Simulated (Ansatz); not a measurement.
System: InP (zinc blende type), 2 atoms in the cell.

```xyz
2
Lattice="0.0000 2.9800 2.9800 2.9800 0.0000 2.9800 2.9800 2.9800 0.0000" Properties=species:S:1:pos:R:3 pbc="T T T"
In    0.0000    0.0000    0.0000
P     1.4900    1.4900    1.4900
```

Level of theory: PBE with spin–orbit coupling, all-electron LAPW, point nucleus (Ansatz).

k-mesh 6×6×6 Γ-centred; Fermi–Dirac smearing of 0.02 eV.

(1) How large is the gap on this mesh, is it direct, and where do the band edges lie (fractions of the reciprocal vectors of this cell)?

(2) List the levels near the gap at (0.000, 0.000, 0.000), (0.000, 0.167, -0.333), (0.000, 0.167, -0.167), (0.000, 0.333, 0.333), in eV from the top of the valence band (v1 is the highest filled band, c1 the lowest empty one).

Results:

(1) 0.41 eV, direct at (0.000, 0.000, 0.000).

(2) 
```
                     k     v4     v3     v2     v1    c1    c2    c3
 (0.000, 0.000, 0.000)   0.00   0.00   0.00   0.00  0.41  0.41  3.75
(0.000, 0.167, -0.333)  -2.27  -2.20  -0.98  -0.96  2.53  2.55  4.57
(0.000, 0.167, -0.167)  -1.65  -1.57  -0.45  -0.43  2.46  2.47  4.26
 (0.000, 0.333, 0.333)  -1.84  -1.84  -1.75  -1.75  2.08  2.08  2.77
```

Semilocal functionals give gaps that mostly lie well below measured ones.
